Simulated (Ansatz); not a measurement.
Al$_{2}$Pt, DFT, PBE, all-electron LAPW, scalar-relativistic (Ansatz 0.2.0), run on 1 thread of Arm Neoverse V2 on a shared host.

The cell is COD entry 9009032, as deposited and not checked against the literature; nothing was relaxed.

Command: `ansatz run input.yaml --threads 1 --pin off --max-ram 4096MiB --backend cpu --events-out ev --progress --plain --runs-dir out`

```yaml
crystal:
  lattice:
    - [0.0, 2.955, 2.955]
    - [2.955, 0.0, 2.955]
    - [2.955, 2.955, 0.0]
  atoms:
    - { symbol: Al, position: [0.25, 0.25, 0.25] }
    - { symbol: Al, position: [0.75, 0.75, 0.75] }
    - { symbol: Pt, position: [0.0, 0.0, 0.0] }
kpoints:
  mp_grid: { grid: [12, 12, 12] }
  band_path:
    path:
      - [0.0, 0.0, 0.0]
      - [0.5, 0.0, 0.5]
      - [0.625, 0.25, 0.625]
      - [0.375, 0.375, 0.75]
      - [0.0, 0.0, 0.0]
      - [0.5, 0.5, 0.5]
      - [0.5, 0.25, 0.75]
      - [0.5, 0.0, 0.5]
    npoints: 14
scf:
  occupations: { method: fermi_dirac, width: 0.08 }
hamiltonian:
  xc: pbe
  pseudopotentials: { kind: all_electron, lapw: { basis_error: 0.001 } }
output:
  forces: true
  stress: true
  eigenvalues: true
  populations: true
  dos: { projected: true, de: 0.2, e_range: [-14, 8] }
```

Q: How large is the problem that the program sets up?

A: 72 irreducible k-points, 531 plane waves at Γ, 39 bands.

Q: Estimate the wall time and the peak memory.

A: 42 s of wall time for 7 SCF iterations, with a peak of 0.51 GiB. Times on shared machines scatter by tens of per cent.

Q: And the same cell and mesh by PAW with the default files, asked for forces, stress, eigenvalues, efg, populations, bader, dos, write_density, write_potential, elf and the same band path, on the same hardware?

A: 24 s, peak memory 0.4 GiB.

Q: And the same cell and mesh by all-electron PAW (datasets made for this crystal), asked for forces, stress, eigenvalues, efg and the same band path, on the same hardware?

A: 16 s, peak memory 0.5 GiB.
